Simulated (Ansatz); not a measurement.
The cell below belongs to a search over invented structures; it isn't taken from experiment.

Input and command of a plane-wave DFT calculation in Ansatz:

```yaml
crystal:
  lattice:
    - [0.0, 2.6025323035, 6.3505478124]
    - [2.2763448876, 0.0, 6.3505478124]
    - [2.2763448876, 2.6025323035, 0.0]
  atoms:
    - { symbol: Sn, position: [0.8470468227, 0.8470468227, 0.1529531773] }
    - { symbol: Sn, position: [0.1529531773, 0.1529531773, 0.8470468227] }
    - { symbol: Ge, position: [0.5, 0.5, 0.5] }
basis:
  ecutwfc: 420
kpoints:
  mp_grid: { grid: [14, 14, 14] }
hamiltonian:
  xc: pbe
scf:
  occupations: { method: gaussian, width: 0.1 }
output:
  forces: true
  stress: true
  eigenvalues: true
relax:
  adjacent_minimum: "off"
  f_tol: 0.01
  max_steps: 80
  cell: { stress_tol: 0.05 }
```

```bash
ansatz run input.yaml --threads 1 --pin off --max-ram 2560MiB --backend cpu --events-out ev --progress --plain --runs-dir out
```

Processor: AMD EPYC 9R45 96-Core Processor (Zen 5), 1 thread, on a host shared with other jobs.

Problem. How long does it run, and how much memory does it take?

Solution. About 2.6 min, peak memory 0.94 GiB. It solves 26 bands at 428 k points (after reduction by symmetry) with about 1445 plane waves (on the last cell), in 51 SCF iterations over 8 ionic steps.
